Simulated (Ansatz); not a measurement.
InP in space group Pm-3n (No. 223; In on 6c, P on 6d), plane-wave PAW r²SCAN (Ansatz code). The conduction-band minimum lies at Γ, with 1 equivalent valley. Second derivatives d²E/dk² of the lowest band at one valley (eV·Å²), along Cartesian directions:

```
direction  d²E/dk²
---------  -------
[100]        88.46
[010]        88.46
[001]        88.46
[110]        88.64
[101]        88.64
[011]        88.64
```

Problem. Find the principal effective masses, the density-of-states mass and the conductivity mass.

Solution. Off-diagonal terms follow from H_xy = H[110] − (H_xx + H_yy)/2, and m*/mₑ = 7.620 eV·Å² over each eigenvalue: 0.086, 0.086, 0.086. One valley's DOS mass (m₁m₂m₃)^(1/3) = 0.086, conductivity mass 3/(Σ 1/mᵢ) = 0.086 mₑ.

Problem. What effective density of states Nc follows at 300 K for parabolic valleys?

Solution. Nc = 2.509e19 × 1 × (0.086)^(3/2) ≈ 6.3e17 cm⁻³.

The start of the workflow was typed in or built on a structure type; neither database checked (COD, Materials Project) lists it. It is not the phase usual at ambient conditions (space group No. 216). The cell was relaxed with r²SCAN under the symmetry of its start; its stability against distortions is not shown here. The volume moved by 28 % from the start of the relaxation. Spin–orbit coupling is left out wherever it is not named.

Potentials: the earlier of the program's two PAW sets. The files were generated under PBE; for other functionals the program regenerates the frozen cores, and for LDA and PBEsol the local potential too.

Edges and masses are those of Kohn–Sham bands, whose gap is no quasiparticle gap.
